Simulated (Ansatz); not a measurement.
GaP (zinc blende), relaxed with r²SCAN (Ansatz, a first-principles code, plane waves, PAW): a = b = c = 5.451 Å, α = β = γ = 90.00°.

```
Quantity              Value
--------------------  -----
gap (eV)               1.84
B₀ by P(V) fit (GPa)   87.6
```

Question: The same phase is relaxed and computed with HSE06 in the same code. What are the cell and these values now?

Answer: a = b = c = 5.465 Å, α = β = γ = 90.00°.

gap (eV): 2.27
B₀ by P(V) fit (GPa): 87.7

All cells were relaxed under the symmetry of their starts (and spin orders); stability against distortions was not tested throughout. Scalar-relativistic: spin–orbit coupling is off unless named, which matters more the heavier the elements.

Potentials: the later of the program's two PAW sets.

Ansatz is a plane-wave DFT program.
